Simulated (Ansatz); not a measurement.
SiW (rock salt, Fm-3m) at seven volumes, r²SCAN (plane waves, PAW; program Ansatz), scaled uniformly. One row is withheld.

```tsv
V (Å³/atom)	P (GPa)
14.204	22.68
14.672	13.95
15.140	?
15.609	0.00
16.077	-5.53
16.545	-10.28
17.013	-14.34
```

Task: Fit the shown pressures and predict the withheld one.

Result: P = (3/2)B₀(x^(7/2) − x^(5/2))[1 + (3/4)(B′ − 4)(x − 1)] with x = (V₀/V)^(2/3). Least squares on the six rows gives V₀ = 15.609 Å³/atom, B₀ = 198 GPa, B′ = 4.07. At V = 15.140, x = 1.0205 and P = 6.43 GPa. The run itself gave 6.45 GPa.

The cell is a constructed one: a structure type filled with these elements; neither database checked (COD, Materials Project) lists it. Whether it is the stable phase at ambient conditions was not checked. The r²SCAN relaxation kept the symmetry of its start; whether a distortion lowers the energy is not shown. The run is not spin-polarised. Spin–orbit coupling is left out wherever it is not named.

Potentials: the later of the program's two PAW sets.
